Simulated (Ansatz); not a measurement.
Al:
```
Al
1.0
    0.00000     3.01568     3.01568
    3.01568     0.00000     3.01568
    3.01568     3.01568     0.00000
Al
2
Direct
  0.00000   0.00000   0.00000
  0.25000   0.25000   0.25000
```

Relaxed with r²SCAN. Special points in fractions of this cell's reciprocal vectors: Γ (0.000, 0.000, 0.000); X (0.500, 0.000, 0.500); U (0.625, 0.250, 0.625); K (0.375, 0.375, 0.750); L (0.500, 0.500, 0.500); W (0.500, 0.250, 0.750).

Question: List the band energies nearest the Fermi level at these points for the program Ansatz at the r²SCAN level (PAW).

Answer: In eV from the Fermi level; about four levels below and three above (degenerate sets whole), none deeper than 8.9 eV; … stands for higher levels left out; points with the same levels are listed once.

| k | below | above |
|---|---|---|
| Γ | -8.28 | 2.27 2.27 2.27 |
| X | -4.53 -4.53 -0.42 -0.42 | 2.39 2.39 … |
| U | -4.86 -4.02 -1.86 -0.02 | 2.85 5.50 8.64 |
| L | -6.12 -4.02 | 1.17 1.17 3.70 |
| W | -4.34 -4.34 -1.44 -1.44 | 5.56 5.56 6.47 6.47 |

Space group Fd-3m (diamond). The start of the workflow was typed in or built on a structure type; neither database checked (COD, Materials Project) lists it. It is not the phase usual at ambient conditions (space group No. 225). The r²SCAN relaxation kept the symmetry of its start. At this level the phase is mechanically unstable.

Potentials: the later of the program's two PAW sets.
